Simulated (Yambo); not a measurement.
A G0W0@PBE run in Yambo for MoS2 (space group P6_3/mmc, No. 194) (6×6×1 Γ-centred k mesh, bands 3 to 93 and a 6 Ry block in the screening, 93 bands in G with the Bruneval-Gonze terminator, plasmon pole fitted at 27.2 eV) gives these matrix elements, in eV, at the band edges (Γ → (0.167, 0.167, 0)):

| state | E0 | <Vxc> | <Σx> | <Σc(E0)> | Z |
|---|---|---|---|---|---|
| valence edge | 0.000 | -16.476 | -17.042 | 0.864 | 0.784 |
| conduction edge | 0.851 | -15.287 | -11.244 | -3.363 | 0.791 |

### Question
Solve the linearised quasiparticle equation for both states, give the gap, and say how exchange and correlation each act on it.

### Answer
E = E0 + Z(Σx + Σc − Vxc). Valence: 0.000 + 0.784 × (-17.042 + (0.864) − (-16.476)) = 0.23 eV. Conduction: 0.851 + 0.791 × (-11.244 + (-3.363) − (-15.287)) = 1.39 eV. The gap is 1.16 eV, against 0.85 eV in PBE. Replacing Vxc by bare exchange alone would open it by 4.61 eV; correlation takes back 4.23 eV of that, and Z scales what is left. Convergence of the G0W0 settings was not tested. Spin-orbit splittings are left out.

Geometry relaxed with PBE+D3(BJ); primitive cell a = b = 3.156 Å, c = 12.118 Å, α = β = 90.00°, γ = 120.00°.

The layers are not stacked as in the ordinary crystal (cation over anion).
